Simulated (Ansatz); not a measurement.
CsPbBr$_{3}$ (cubic perovskite)

```
CELL_PARAMETERS angstrom
      5.93781     0.00000     0.00000
      0.00000     5.93781     0.00000
      0.00000     0.00000     5.93781
ATOMIC_POSITIONS crystal
  Cs 0.00000 0.00000 0.00000
  Pb 0.50000 0.50000 0.50000
  Br 0.00000 0.50000 0.50000
  Br 0.50000 0.50000 0.00000
  Br 0.50000 0.00000 0.50000
```

The slice is a {100} plane (indices of the conventional cell) through the point (0.500, 0.500, 0.000) (fractional), spanned by u = [100] and v = [010] in vectors of this cell: u (5.94 Å) and v (5.94 Å, at 90° to u). It covers one period; positions are fractions (u, v).

All values below come from r2SCAN (plane waves to 500 eV, PAW, scalar-relativistic; Ansatz, a quantum-chemistry and plane-wave program). k mesh 6×6×6. Inside the PAW spheres the values are not all-electron values, and peaks at nuclei hang on which shells count as valence. CsPbBr3 was relaxed with its symmetry unable to fall. Spin-orbit coupling is left out, though Pb is heavy. The PAW data are Ansatz's earlier set. This is a high-temperature form of CsPbBr3.

Q: Around which element is the density of the lowest conduction band (whole band as if filled, smooth part) largest on this plane?

A: Br. Mean over a disc round each atom, of radius 0.45 times the shortest bond: Br 0.016, Cs 0.002 e/Å³.

Q: Around which element is the density of the highest valence band (whole band, smooth part) largest on this plane?

A: Br. Mean over a disc round each atom, of radius 0.45 times the shortest bond: Br 0.021, Cs 0.000 e/Å³.

Q: Sketch the electron localisation function (ELF) on this plane as a map.

A: 
```
|xxx899987631000000000136789998xx|
|xx79999875310000000001357899997x|
|78999998742000000000002478999998|
|99999987630000000000000367899999|
|99999886410000000000000146889999|
|99998864100000011100000014688999|
|88887641000002344432000001467888|
|77776410000135677765310000146777|
|66543100001468899988641000013456|
|33320000014789999999874100000233|
|11100000147899999999987410000011|
|00000000368999999999998630000000|
|00000002589999988899999852000000|
|000000036899997xxx79999863000000|
|00000014799998xxxxx8999974100000|
|00000014799998xxxxx8999974100000|
|00000014799998xxxxx8999974100000|
|000000036899997xxx79999863000000|
|00000002589999988899999852000000|
|00000000368999999999998630000000|
|11100000147899999999987410000011|
|33320000014789999999874100000233|
|66543100001468899988641000013456|
|77776410000135677765310000146777|
|88887641000002344432000001467888|
|99998864100000011100000014688999|
|99999886410000000000000146889999|
|99999987630000000000000367899999|
|78999998742000000000002478999998|
|xx79999875310000000001357899997x|
|xxx899987631000000000136789998xx|
|xxx799987631000000000136789997xx|
```
Scale: ten equal steps from 0.00 (start of '0') to 0.90 (end of '9'), in the order '0123456789'. Values: electron localisation function (ELF). The map has 32 points along u (one character each, u = 0 at the left) and 32 along v (v = 0 in the bottom row). Points within 0.5 Å of a nucleus are blanked (x), as the pseudised field means little there.
